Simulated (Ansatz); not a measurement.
Values for one crystal, relaxed and computed with the program Ansatz at the r²SCAN level (PAW); other levels are named.

* **Volume per atom**: 28.07 Å³
* **Electronic character**: metallic (no gap)
* **Gap with spin–orbit coupling**: none (metallic)
* **Density of states at the Fermi level**: 0.36 states/eV per atom (mean over ±0.08 eV)
* **Mechanical stability**: unstable (C has a negative eigenvalue)
* **Elastic constants (relaxed ions, GPa)**: C11 = 55.4, C12 = 67.9, C44 = -9.4
* **Bulk modulus (Birch–Murnaghan fit)**: 64.2 GPa

**Question.** Pick the material that matches.
A. Be, diamond
B. Au, diamond
C. Ga, diamond
D. Pt, diamond

**Answer.** B, Au, diamond

Space group Fd-3m (diamond). The start of the workflow was typed in or built on a structure type; neither database checked (COD, Materials Project) lists it. It is not the phase usual at ambient conditions (space group No. 225). Symmetry was held in the r²SCAN relaxation. As this level gives no gap, shear constants depend on the k-mesh and smearing (Fermi–Dirac, 0.1 eV here). Scalar-relativistic: spin–orbit coupling is off unless named, which matters more the heavier the elements.

Potentials: the earlier of the program's two PAW sets.
